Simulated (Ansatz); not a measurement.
This run works on a proposed trial structure, not on a known crystal.

Input and command of a plane-wave DFT calculation in Ansatz:

```yaml
crystal:
  lattice:
    - [5.9846229043, 0.0, 0.0]
    - [0.0, 5.9846229043, 0.0]
    - [0.0, 0.0, 5.3015243094]
  atoms:
    - { symbol: Hf, position: [0.6617293195, 0.1617293195, 0.7427570248] }
    - { symbol: Hf, position: [0.8382706805, 0.6617293195, 0.7427570248] }
    - { symbol: Hf, position: [0.3382706805, 0.1617293195, 0.2572429752] }
    - { symbol: Hf, position: [0.6617293195, 0.8382706805, 0.2572429752] }
    - { symbol: Hf, position: [0.1617293195, 0.3382706805, 0.7427570248] }
    - { symbol: Hf, position: [0.8382706805, 0.3382706805, 0.2572429752] }
    - { symbol: Hf, position: [0.1617293195, 0.6617293195, 0.2572429752] }
    - { symbol: Hf, position: [0.3382706805, 0.8382706805, 0.7427570248] }
    - { symbol: Si, position: [0.5, 0.5, 0.0] }
    - { symbol: Si, position: [0.0, 0.0, 0.0] }
basis:
  ecutwfc: 420
kpoints:
  mp_grid: { grid: [6, 6, 6] }
hamiltonian:
  xc: pbe
scf:
  occupations: { method: gaussian, width: 0.1 }
output:
  forces: true
  stress: true
  eigenvalues: true
relax:
  adjacent_minimum: "off"
  f_tol: 0.01
  max_steps: 30
  cell: { stress_tol: 0.1, fix: [volume] }
```

```bash
ansatz run input.yaml --threads 1 --pin off --max-ram 2560MiB --backend cpu --events-out ev --progress --plain --runs-dir out
```

Processor: AMD EPYC 9R45 96-Core Processor (Zen 5), 1 thread, on a host shared with other jobs.

Problem. How long does it run, and how much memory does it take?

Solution. About 78 s, peak memory 1 GiB. It solves 130 bands at 40 k points (after reduction by symmetry) with about 3697 plane waves, in 29 SCF iterations over 4 ionic steps.
